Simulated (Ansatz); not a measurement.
## ZrHg₃: frozen-core PAW against all-electron methods

```
Zr Hg
1.0
     4.36520    0.00000    0.00000
     0.00000    4.36520    0.00000
     0.00000    0.00000    4.36520
Zr Hg
1 3
Direct
  0.00000 0.00000 0.00000
  0.00000 0.50000 0.50000
  0.50000 0.00000 0.50000
  0.50000 0.50000 0.00000
```

Atoms are numbered in the order listed.

The cell is COD entry 1522700, as deposited and not checked against the literature; nothing was relaxed.

No spin–orbit coupling, which matters for the heavy atoms here.

Levels of theory: DFT, PBEsol, PAW with Ansatz's default frozen-core files, scalar-relativistic (Ansatz 0.2.0); DFT, PBEsol, all-electron LAPW, scalar-relativistic (Ansatz 0.2.0).

For PAW: a Γ-centred 8×8×8 k mesh, Fermi–Dirac smearing of 0.05 eV, cutoff 420 eV, no spin polarisation; the PAW files were made with PBE, and the program remakes their frozen cores for this functional. LAPW targets a basis error of 0.5 meV/atom. The Ansatz runs share mesh, smearing and spin set-up. Plane-wave (PAW) pressures include the program's estimate of the Pulay term.

Stress and pressure are positive in compression.

Levels count from the Fermi level.

PAW results:

```
                      quantity     PAW
                pressure (GPa)   -0.24
highest filled level at X (eV)  -0.148
  lowest empty level at X (eV)   0.621
highest filled level at M (eV)  -2.971
  lowest empty level at M (eV)   0.177
highest filled level at R (eV)  -1.260
  lowest empty level at R (eV)   2.265
```

(1) What does LAPW (all electrons) give for the same quantities?

Answers

(1) 
```csv
quantity,LAPW
pressure (GPa),-0.24
highest filled level at X (eV),-0.148
lowest empty level at X (eV),0.621
highest filled level at M (eV),-2.972
lowest empty level at M (eV),0.178
highest filled level at R (eV),-1.260
lowest empty level at R (eV),2.266
```
